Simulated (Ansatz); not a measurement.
GaN (wurtzite)

```xyz
4
Lattice="3.1831 0.0000 0.0000 -1.5916 2.7567 0.0000 0.0000 0.0000 5.1837" Properties=species:S:1:pos:R:3 pbc="T T T"
Ga     1.5916     0.9189     0.0051
Ga     0.0000     1.8378     2.5970
N      1.5916     0.9189     3.2358
N      0.0000     1.8378     0.6439
```

Grid over V/V₀ and (c/a)/(c/a)₀, subscript 0 meaning the relaxed cell; the conventional c axis lies along z; no internal relaxation.

All values below come from r2SCAN (plane waves to 500 eV, PAW, scalar-relativistic; Ansatz, a quantum-chemistry and plane-wave program). k mesh 12×12×7 (Γ-centred), Fermi-Dirac smearing 0.05 eV. Stress and pressure are positive under compression. As the atoms are clamped, bonds stretch with the cell, which overstates energies and stresses. GaN was relaxed with its symmetry unable to fall. 

Question: Estimate the σzz − σxx (GPa) for all points of the grid V/V₀ = 0.960, 0.973, 0.987, 1.000, 1.013, 1.027, 1.040 by (c/a)/(c/a)₀ = 0.880, 0.920, 0.960, 1.000, 1.040, 1.080, 1.120.

Answer: σzz − σxx (GPa), with V/V₀ across and (c/a)/(c/a)₀ down:

```
(c/a)/(c/a)₀ \ V/V₀  0.960  0.973  0.987  1.000  1.013  1.027  1.040
-------------------  -----  -----  -----  -----  -----  -----  -----
0.880                 64.2   61.5   58.9   56.5   54.2   51.9   49.8
0.920                 40.3   38.6   37.0   35.5   34.0   32.6   31.3
0.960                 19.0   18.2   17.4   16.7   16.1   15.4   14.8
1.000                 -0.1    0.0    0.0    0.0    0.0    0.0    0.1
1.040                -17.1  -16.4  -15.7  -15.0  -14.3  -13.7  -13.1
1.080                -32.5  -31.1  -29.7  -28.5  -27.3  -26.1  -25.0
1.120                -46.3  -44.3  -42.4  -40.6  -38.9  -37.3  -35.7
```

(A scan under strain: stresses follow from slopes of the energy per volume, elastic moduli from its curvatures.)
